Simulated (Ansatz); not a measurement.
AlFe (CsCl type, Pm-3m) at seven volumes, the program Ansatz at the PBE level (PAW), scaled uniformly. One row is withheld.

```tsv
V (Å³/atom)	P (GPa)
10.805	?
11.161	12.43
11.517	5.72
11.874	-0.01
12.230	-4.89
12.586	-9.03
12.942	-12.54
```

Q: Fit the shown pressures and predict the withheld one.

A: P = (3/2)B₀(x^(7/2) − x^(5/2))[1 + (3/4)(B′ − 4)(x − 1)] with x = (V₀/V)^(2/3). Least squares on the six rows gives V₀ = 11.873 Å³/atom, B₀ = 176 GPa, B′ = 4.38. At V = 10.805, x = 1.0649 and P = 20.40 GPa. The run itself gave 20.31 GPa.

Symmetry was held in the PBE relaxation. Magnetic state: ferromagnetic, chosen from 4 collinear starts compared on coarse meshes (ties went to the first, and starts can fall back to one state), not a proven ground state.

Potentials: the later of the program's two PAW sets.
